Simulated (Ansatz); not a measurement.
The calculation used DFT PBE, scalar-relativistic, plane waves, PAW in Ansatz 0.2.0. Cutoff 420 eV, Γ-centred meshes of about 0.25 Å⁻¹ or finer for metals and 0.3 Å⁻¹ for insulators (2π included), Gaussian smearing. No spin polarisation.

All energies are static (0 K, no zero-point motion).

Compare these two cells of Ga2Te2O, each relaxed at this level.

A.

Space group Imm2 (No. 44). a = 4.208 Å, b = 11.555 Å, c = 5.964 Å, α = 90.00°, β = 90.00°, γ = 90.00°
```
atom  site  symmetry       x       y       z
  Ga    4d       m.. 0.0000  0.3591  0.0266
  Te    4d       m.. 0.0000  0.1575  0.2422
   O    2b       mm2  0.5000  0.0000  0.6624
```

B.

Space group P6_3/mmc (No. 194). a = 4.167 Å, b = 4.167 Å, c = 20.564 Å, α = 90.00°, β = 90.00°, γ = 120.00°
| atom | site | symmetry | x | y | z |
| --- | --- | --- | --- | --- | --- |
| Ga | 4f | 3m. | 0.6667 | 0.3333 | 0.8362 |
| Te | 4f | 3m. | 0.3333 | 0.6667 | 0.6052 |
| O | 2c | -6m2 | 0.6667 | 0.3333 | 0.7500 |

Question: Which form is favoured at zero pressure, and by what margin per atom?

Answer: B is lower, by 36 meV/atom. A has space group Imm2 (No. 44), 29.0 Å³/atom and a gap of 1.44 eV on its mesh; B has space group P6_3/mmc (No. 194), 30.9 Å³/atom and a gap of 1.39 eV. Counting O or Te atoms around Ga (for each partner element, those within 1.25 times its shortest distance or 1.15 times the sum of covalent radii, where it is the nearest in units of that sum or under 1.3), A and B both have Ga 4. Both come from trial cells of a structure search.

No dispersion correction is applied, so the spacing and binding between layers, chains or molecules are poorly described (P6_3/mmc), and this can change margins and order among such cells. Spin–orbit coupling, which can matter for Te, is left out. Kohn–Sham gaps at this level usually fall short of measured ones. The missing spin–orbit coupling can work the other way here. With atoms moved at random, B (by 6 meV/atom) fell into a lower structure and A came back.
